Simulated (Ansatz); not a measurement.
HfO2:
```
HfO2
1.0
    3.60432     0.00000     0.00000
    0.00000     3.60432     0.00000
    0.00000     0.00000     5.26455
Hf O
2 4
Direct
  0.00000   0.00000   0.00000
  0.50000   0.50000   0.50000
  0.00000   0.50000   0.19327
  0.00000   0.50000   0.69327
  0.50000   0.00000   0.30673
  0.50000   0.00000   0.80673
```

Tensor components refer to the Cartesian frame of this cell.

Question: Give the high-frequency dielectric tensor and the Born effective charge tensors of the independent atoms from DFPT, plane-wave PAW PBE (Ansatz code).

Answer: 
ε∞:
```
5.25  0.00  0.00
0.00  5.25  0.00
0.00  0.00  4.69
```
Z* of atom 1 (Hf), rows: field, columns: displacement, in e:
```
5.55  0.00  0.00
0.00  5.55  0.00
0.00  0.00  4.73
```
Z* of atom 3 (O), rows: field, columns: displacement, in e:
```
-2.03   0.00   0.00
 0.00  -3.52   0.00
 0.00   0.00  -2.37
```

Static charges for comparison (Bader): Hf1 +2.66, O3 -1.33 e. Born charges measure polarisation by displacement and can exceed these by far.

Space group P4_2/nmc. This is a known high-temperature phase of the composition, computed here at zero pressure and temperature. The PBE relaxation kept the symmetry of its start; phonons on a q-mesh show weakly imaginary modes. No spin polarisation was allowed. Spin–orbit coupling is left out wherever it is not named.

Potentials: the later of the program's two PAW sets.
